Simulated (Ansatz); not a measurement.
YSF:
Space group P4/nmm, origin choice 1 (No. 129); a = 3.777 Å, b = 3.777 Å, c = 6.821 Å, α = 90.00°, β = 90.00°, γ = 90.00°

| atom | site | symmetry | x | y | z |
|---|---|---|---|---|---|
| Y | 2c | 4mm | 0.0000 | 0.5000 | 0.2269 |
| S | 2c | 4mm | 0.5000 | 0.0000 | 0.3543 |
| F | 2a | -4m2 | 0.0000 | 0.0000 | 0.0000 |

This is the r²SCAN-relaxed structure.

All from DFT-r²SCAN in the program Ansatz with PAW potentials, unless another level is named. Give the HSE06 gap on the r²SCAN cell.

2.28 eV.

Give the hole effective mass with spin–orbit coupling.

0.36, 0.36, 5.4 mₑ (principal values).

Give the electron effective mass with spin–orbit coupling.

0.31, 0.31, 0.96 mₑ (principal values).

And the valence-band maximum?

at Γ.

The first step of the workflow began from a Materials Project structure, measured or hypothetical; the Crystallography Open Database copy checked does not list it. COD files the formula under space group No. 194. Whether it is the stable phase at ambient conditions was not checked. The r²SCAN relaxation kept the symmetry of its start; its stability against distortions is not shown here. No spin polarisation was allowed. Scalar-relativistic: spin–orbit coupling is off unless named, which matters more the heavier the elements.

Potentials: the later of the program's two PAW sets.
